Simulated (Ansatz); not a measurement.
Volume from PBE minus that from r²SCAN (% of the latter), each on its own relaxed cell (Ansatz, a program for electronic structure, plane waves, PAW; no spin–orbit coupling, no Hubbard U), by class (classes overlap):

```csv
class,phases,mean,median,mean absolute,10th percentile,90th percentile,share above zero (%)
elements,38,1.7,1.7,2.3,0.0,4.1,87
intermetallics,30,2.1,1.9,2.1,1.1,3.2,100
oxides of main-group metals,15,3.7,3.5,3.7,2.4,4.4,100
transition-metal oxides,12,2.3,2.1,2.3,1.9,2.9,100
"sulfides, selenides and tellurides",17,1.3,1.3,1.4,0.0,2.6,88
nitrides,23,2.1,2.2,2.1,1.3,3.4,100
"phosphides, arsenides and antimonides",13,2.8,3.5,2.8,0.9,4.0,100
"carbides, borides and silicides",24,1.4,1.5,1.7,0.0,3.0,88
crystals with elements from indium on,74,1.8,1.7,1.9,0.6,3.4,96
all crystals,175,2.1,2.0,2.3,0.4,3.9,94
```

Some cases that may be named, with their rank among the 175 from the lowest: Cr, bcc (W type) -9.4 % (rank 1); LaB2, MoSi2 or CaC2 type -1.9 % (rank 2); SrO, rock salt 2.0 % (rank 87); MgTiNO, P4/nmm (Pearson symbol tP16) 2.0 % (rank 88); SiO2, P4_12_12 (Si on 4a, O on 8b) 6.7 % (rank 174); Zn, diamond 7.4 % (rank 175).

The phases are those computed here (of each formula those with measured values and the lowest at some level), not a balanced benchmark, and neither functional is the truth. Pairs that end in unlike spin orders or unlike minima (c/a over 6 % apart, 30 % for weakly bound crystals), magnets with 4f shells, solids of gases and phases set aside for tests are left out.

9 of the phases carry moments, in the orders computed and without U.

Spin orders computed, not proven ground states: Cr, bcc (W type) with PBE antiferromagnetic; Cr, bcc (W type) with r²SCAN antiferromagnetic. Typed or built starts, not in the databases checked: LaB2, MoSi2 or CaC2 type; MgTiNO, P4/nmm (Pearson symbol tP16); Zn, diamond. Not the usual ambient phase: Zn, diamond. Began spin-polarised and lost the moments: MgTiNO, P4/nmm (Pearson symbol tP16) with PBE; MgTiNO, P4/nmm (Pearson symbol tP16) with r²SCAN. Unstable at this level: Zn, diamond with r²SCAN. All cells were relaxed under the symmetry of their starts (and spin orders); stability against distortions was not tested throughout. Cells of antiferromagnets are given as chemical subcells. Scalar-relativistic: spin–orbit coupling is off unless named, which matters more the heavier the elements.

Potentials: the earlier of the program's two PAW sets.

Ansatz is a plane-wave DFT program.
